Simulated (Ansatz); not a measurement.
**WS₂, first-principles data**

WS$_{2}$:
```xyz
3
Lattice="1.5868 0.9161 6.2724 -1.5868 0.9161 6.2724 0.0000 -1.8323 6.2724" Properties=species:S:1:pos:R:3 pbc="T T T"
W      0.0000     0.0000    18.8047
S      0.0000     0.0000    10.9722
S      0.0000     0.0000    14.0918
```

Space group R3m (No. 160); conventional cell a = 3.174 Å, b = 3.174 Å, c = 18.817 Å, α = 90.00°, β = 90.00°, γ = 120.00°.

Method: r²SCAN+D4 (plane waves, PAW; program Ansatz). The cell and atoms are relaxed at this level. Other levels are named where they apply.

Cell and energy:

```
Item                                                          Result
-----------------------------------------------------  -------------
Volume per atom                                             18.24 Å³
Density                                                   7.53 g/cm³
Formation energy from the elements (no fitted shifts)  -0.92 eV/atom
```

Electronic structure:

```
Quantity                                                                                                                                                             Result
----------------------------------------  ---------------------------------------------------------------------------------------------------------------------------------
Band gap                                                                                                                                                 1.21 eV (indirect)
Valence-band maximum                                                                                                                                                   at T
Conduction-band minimum                   on the Γ–S0 line, 52 % of the way from Γ (k = 0.000, 0.174, -0.177 in fractions of the reciprocal vectors) (6 equivalent valleys)
Smallest direct gap on the standard path                                                                                                                            1.95 eV
Electron effective mass                                                                                                              0.50, 0.62, 0.62 mₑ (principal values)
Hole effective mass                                                                                                                  0.65, 0.65, 0.71 mₑ (principal values)
HSE06 gap on the r²SCAN+D4 cell                                                                                                                                     1.63 eV
Gap with spin–orbit coupling                                                                                                                                        1.07 eV
```

Mechanics:

```
Item                                                                                                                        Value
-----------------------------------------------------------  --------------------------------------------------------------------
Bulk modulus (Birch–Murnaghan fit)                                                                                       35.1 GPa
Pressure derivative B′                                                                                                       13.6
Elastic constants (relaxed ions, GPa)                        C11 = 254, C12 = 59.3, C13 = 10.8, C14 = 3.2, C33 = 40.5, C44 = 13.3
Mechanical stability                                                                       stable (all eigenvalues of C positive)
Hill bulk and shear moduli                                                                                      57.1 and 39.9 GPa
Young's modulus                                                                                                          97.0 GPa
Poisson's ratio                                                                                                              0.22
Debye temperature from the elastic constants                                                                                288 K
Piezoelectric stress constants (proper, relaxed ions, C/m²)         e15 = e24 = -0.02, e16 = e21 = -0.34, e22 = 0.34, e33 = -0.07
```

Phonons:

```
Item                                                                Result
--------------------------------------------------  ----------------------
Highest zone-centre frequency (without LO–TO term)                438 cm⁻¹
Zone-centre stability                               no imaginary mode at Γ
```

Charges:

```
Item                        Value
-------------  ------------------
Bader charges  W +1.46, S -0.73 e
```

The first step of the workflow began from a Materials Project structure, measured or hypothetical; the Crystallography Open Database files this formula in space group No. 160, but the cells were not matched. It is not the phase usual at ambient conditions (space group No. 194). The r²SCAN+D4 relaxation kept the symmetry of its start. No spin polarisation was allowed. Signs of piezoelectric constants follow the polarity of the cell as given. The references are the lowest solids computed at this level, not always the standard phases. Scalar-relativistic: spin–orbit coupling is off unless named, which matters more the heavier the elements.

Potentials: the earlier of the program's two PAW sets. The files were generated under PBE; for other functionals the program regenerates the frozen cores, and for LDA and PBEsol the local potential too.
